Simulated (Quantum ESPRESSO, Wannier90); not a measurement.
BeRh (CsCl type), plane waves to Wannier functions

```xyz
2
Lattice="2.7679 0.0000 0.0000 0.0000 2.7679 0.0000 0.0000 0.0000 2.7679" Properties=species:S:1:pos:R:3 pbc="T T T"
Be     0.0000     0.0000     0.0000
Rh     1.3839     1.3839     1.3839
```

Cell from Materials Project (mp-11276), symmetrised, no further relaxation. Not found in the COD (Crystallography Open Database) copy used; not checked further. Computed values, not measurements, from PBEsol: Quantum ESPRESSO (norm-conserving PseudoDojo potentials, cutoff 71 Ry, no spin polarisation, no spin-orbit coupling) on a Γ-centred 10×10×10 mesh, then Wannier90. Density: 16×16×16 mesh, cold smearing 0.01 Ry.

A tight-binding model is made by disentanglement and projection with no localisation steps (num_iter = 0), so the 13 orbitals stay atom-like: hydrogen-like Be: s;p; Rh: s;p;d, axes along x, y, z; frozen window up to 1.50 eV relative to the Fermi level. It follows pw.x to 1.1 meV rms for states up to 1.0 eV relative to the Fermi level. Matrix elements depend on this choice of orbitals and windows.

Task: What are the on-site energies relative to the Fermi level, and how fast do the hoppings decay?

Result: 
| atom | orbitals | energy (eV) |
|---|---|---|
| Be1 | s | 7.41 |
| Be1 | pz px py | 9.37 |
| Rh2 | s | 9.47 |
| Rh2 | pz px py | 15.89 |
| Rh2 | dz2 dx2-y2 | -1.47 |
| Rh2 | dxz dyz dxy | -1.27 |

```csv
distance of the centres (Å),largest modulus (eV)
2–3,2.7
3–4,0.32
4–5,0.35
5–6,0.095
6–7,0.073
7–8,0.018
8–9,0.014
9–10,0.0068
10–11,0.0025
11–12,0.0040
12–13,0.0018
```
